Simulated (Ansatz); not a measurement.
InSn2Sb:
```yaml
crystal:
  lattice:
    - [2.34239, 1.35238, 7.55156]
    - [-2.34239, 1.35238, 7.55156]
    - [0.00000, -2.70476, 7.55156]
  atoms:
    - { symbol: In, position: [0.00800, 0.00800, 0.00800] }
    - { symbol: Sb, position: [0.87921, 0.87921, 0.87921] }
    - { symbol: Sn, position: [0.49411, 0.49411, 0.49411] }
    - { symbol: Sn, position: [0.36864, 0.36864, 0.36864] }
```

Relaxed with r²SCAN.

Question: Give the Bader charges and basin volumes of the independent atoms, plane-wave PAW r²SCAN (Ansatz code).

Answer: 

```csv
atom,Bader charge (e),Bader volume (Å³)
In1,+0.24,30.5
Sb2,-0.36,42.1
Sn3,+0.27,34.1
Sn4,-0.15,36.8
```

Space group R3m. The start of the workflow was typed in or built on a structure type; neither database checked (COD, Materials Project) lists it. Whether it is the stable phase at ambient conditions was not checked. The r²SCAN relaxation kept the symmetry of its start; whether a distortion lowers the energy is not shown. The volume moved by 33 % from the start of the relaxation. Spin–orbit coupling is left out wherever it is not named.

Potentials: the earlier of the program's two PAW sets.
